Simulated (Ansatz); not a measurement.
B2Ir:
```xyz
3
Lattice="3.1049 0.0000 0.0000 -1.5524 2.6889 0.0000 0.0000 0.0000 3.2468" Properties=species:S:1:pos:R:3 pbc="T T T"
Ir     0.0000     0.0000     0.0000
B      0.0000     1.7926     1.6234
B      1.5524     0.8963     1.6234
```

Relaxed with PBE. Special points in fractions of this cell's reciprocal vectors: Γ (0.000, 0.000, 0.000); M (0.500, 0.000, 0.000); K (0.333, 0.333, 0.000); A (0.000, 0.000, 0.500); L (0.500, 0.000, 0.500); H (0.333, 0.333, 0.500).

Task: List the band energies nearest the Fermi level at these points for PBE with spin–orbit coupling in the plane-wave PAW code Ansatz.

Result: In eV from the Fermi level; about four levels below and three above (degenerate sets whole), none deeper than 8.9 eV; points with the same levels are listed once.

```json
[
 {"k": "Γ", "below": "-2.33 -2.33 -1.87 -1.87", "above": "1.34 1.34 1.81 1.81"},
 {"k": "M", "below": "-1.16 -1.16 -0.09 -0.09", "above": "1.90 1.90 5.09 5.09"},
 {"k": "K", "below": "-1.63 -1.63 -1.63 -1.63", "above": "5.36 5.36 5.62 5.62"},
 {"k": "A", "below": "-1.79 -1.79 -1.78 -1.78", "above": "4.76 4.76 7.57 7.57"},
 {"k": "L", "below": "-1.30 -1.30 -0.93 -0.93", "above": "1.79 1.79 2.13 2.13"},
 {"k": "H", "below": "-5.68 -5.68 -1.34 -1.34", "above": "1.34 1.34 1.47 1.47"}
]
```

Space group P6/mmm. The cell is a constructed one: a structure type filled with these elements; neither database checked (COD, Materials Project) lists it. Its standing as an ambient phase is unchecked. Symmetry was held in the PBE relaxation; its stability against distortions is not shown here. No spin polarisation was allowed.

Potentials: the earlier of the program's two PAW sets.
